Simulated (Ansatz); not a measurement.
Relaxed candidate structures of Te2Pt:

A. P-3m1 (No. 164), hP3; a = b = 4.0092 Å, c = 4.9588 Å, α = β = 90.00°, γ = 120.00°; Te 2d (0.333, 0.667, 0.270); Pt 1a (0.000, 0.000, 0.000)

B. P6₃/mmc (No. 194), hP6; a = 3.753 Å, b = 3.753 Å, c = 11.505 Å, α = 90.00°, β = 90.00°, γ = 120.00°; Pt 2d (0.667, 0.333, 0.250); Te 4f (0.333, 0.667, 0.111)

### Question
Put the candidates in order of energy per atom, lowest first, for PBEsol-D3(BJ) (plane waves to 420 eV, PAW, scalar-relativistic; Ansatz, a program for electronic structure).

### Answer
A (reference, the lowest of the structures calculated here), B (+0.28 eV/atom)

Each run could gain symmetry but not lose that of its start, so entries can be saddle points. From databases, or of a type measured for this composition: P-3m1, hP3; the others are generated cells (placed on structure types, drawn at random, substituted or restacked) that were not matched to a known phase here. Energies are at zero temperature and pressure, without zero-point motion. No spin polarisation in the result.
